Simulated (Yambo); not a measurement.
AlAs (zinc blende, space group F-43m, No. 216), G0W0@PBEsol in Yambo with this input:

```
rim_cut
gw0
dyson
el_el_corr
HF_and_locXC
ppa
em1d
RandQpts= 1000000
RandGvec= 1 Ry
EXXRLvcs= 84 Ry
VXCRLvcs= 336 Ry
Chimod= "HARTREE"
% BndsRnXp
 1 | 208 |
%
NGsBlkXp= 10 Ry
% LongDrXp
 1.0 | 1.0 | 1.0 |
%
PPAPntXp= 27.2114 eV
% GbndRnge
 1 | 208 |
%
GTermKind= "BG"
DysSolver= "n"
ExtendOut
```

On a 4×4×4 mesh, with wavefunctions cut at 84 Ry, the gap (Γ → X) is 2.385 eV and the valence edge shifts by -1.096 eV.

### Question
What happens with this change: pole fitted at 10 eV?

### Answer
The gap falls by 0.054 eV, to 2.331 eV; the shift of the valence edge becomes -0.925 eV. Neither run is shown to be the converged limit.

The standard potential for As keeps a d shell in the valence without the s and p states of that shell. In tests on such compounds this moved G0W0 gaps by up to about 0.9 eV, so absolute quasiparticle energies here are unreliable; differences between settings are what counts.

Spin-orbit coupling is included.

Geometry relaxed with PBEsol; primitive cell a = 4.0128 Å, b = 4.0128 Å, c = 4.0128 Å, α = 60.00°, β = 60.00°, γ = 60.00°.

A shift is the quasiparticle energy of the state minus its PBEsol energy.
